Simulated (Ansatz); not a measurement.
**Property card for two-dimensional P**

P:
```
CELL_PARAMETERS angstrom
      5.59463     0.00000     0.00000
     -1.54149     6.07287     0.00000
      0.00000     0.00000    33.00000
ATOMIC_POSITIONS crystal
  P  0.99977 0.00108 0.55219
  P  0.99977 0.00108 0.44781
  P  0.02378 0.66816 0.53403
  P  0.02378 0.66816 0.46597
  P  0.08336 0.22481 0.50000
  P  0.39886 0.63996 0.44819
  P  0.39886 0.63996 0.55181
  P  0.60805 0.97259 0.46544
  P  0.60805 0.97259 0.53456
  P  0.46837 0.43369 0.50000
```
The layer is periodic in x and y and isolated along z.

Method: DFT-r²SCAN+D4 in the program Ansatz with PAW potentials. Lattice and atoms are relaxed at this level; other levels are named.

Structure:

| Property | Result |
|---|---|
| In-plane lattice | a = 5.595 Å, b = 6.265 Å, γ = 104.2° |
| Distance between the outermost nuclei | 3.44 Å |

Electronic structure:

| Item | Value |
|---|---|
| Band gap | 1.36 eV (indirect) |
| Valence-band maximum | at Γ |
| Conduction-band minimum | off the standard path, at k = (0.432, -0.411, 0.000) |
| Ionisation potential (Kohn–Sham) | 5.24 eV |
| Electron affinity (Kohn–Sham) | 3.88 eV |
| Electron effective mass, in the valley off the standard path, at k = (0.432, -0.411, 0.000) | 0.40 along x, 0.60 along y (mₑ) |
| Hole effective mass, in the valley at Γ | 8.4 along x, 0.26 along y (mₑ) |
| HSE06 gap on the r²SCAN+D4 cell | 1.81 eV |
| HSE06 ionisation potential | 5.49 eV |

Space group Pm. The layer was cut from a bulk entry of the Materials Project (measured or hypothetical); whether that bulk phase is the ambient one, and whether the layer has been isolated, was not checked. Symmetry was held in the r²SCAN+D4 relaxation; whether a distortion lowers the energy is not shown.

Potentials: the later of the program's two PAW sets.
